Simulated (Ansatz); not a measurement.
CrI3 (BiI3 type, space group R-3)

```xyz
8
Lattice="3.4091 1.9682 6.4926 -3.4091 1.9682 6.4926 0.0000 -3.9365 6.4926" Properties=species:S:1:pos:R:3 pbc="T T T"
Cr     0.0000     0.0000     6.5026
Cr     0.0000     0.0000    12.9751
I     -2.2281    -0.0954     8.0470
I      1.1967    -1.8819     8.0470
I      1.0314     1.9773     8.0470
I      2.2281     0.0954    11.4307
I     -1.1967     1.8819    11.4307
I     -1.0314    -1.9773    11.4307
```

This relaxed cell (volume V₀) is scaled evenly in all directions, its shape held. The atoms relax within the cell's symmetry.

Computed with PBE-D3(BJ) (plane waves to 420 eV, PAW, scalar-relativistic; Ansatz, a quantum-chemistry and plane-wave program). k mesh 6×6×6 (Γ-centred), Fermi-Dirac smearing 0.05 eV. E stands for the smeared free energy. Compression counts positive. With the shape held, the modulus is that of even scaling; a crystal free to change shape is softer. CrI3 was relaxed with its symmetry unable to fall. Relaxed CrI3 ends ferromagnetic. Spin-orbit coupling is left out, though I is heavy. The magnetic order is the one the run started from; other orders were not tried. ΔE is measured from the relaxed starting cell.

```csv
V (Å³/atom),ΔE (meV/atom)
30.713,8.0
31.105,4.9
31.497,2.7
31.889,1.2
32.281,0.3
32.673,0.0
33.065,0.3
33.458,1.1
33.850,2.3
34.242,withheld
34.634,6.1
```

Q: Fit a third-order Birch-Murnaghan form (E₀, V₀, B₀, B₀′ free) to the given rows and predict ΔE at V = 34.242.

A: Least squares on the 10 given rows: ΔE = E₀ + (9V₀B₀/16)·y²·[2 + (B₀′ − 4)y], y = (V₀/V)^(2/3) − 1, with V₀ = 32.667 Å³/atom, B₀ = 18.87 GPa (160.2 GPa = 1 eV/Å³; the term in eV is multiplied by 1000), B₀′ = 6.09, E₀ = 0.01 meV/atom; root-mean-square residual 0.03 meV/atom. At 34.242 the fit gives 4.0 meV/atom; the calculation gives 4.0 meV/atom, the same to the digits shown. For the pressure the fit gives -0.8 GPa against the computed -0.8 GPa.

(Under strain, the slope of the energy per volume gives the stress and its curvature an elastic modulus.)
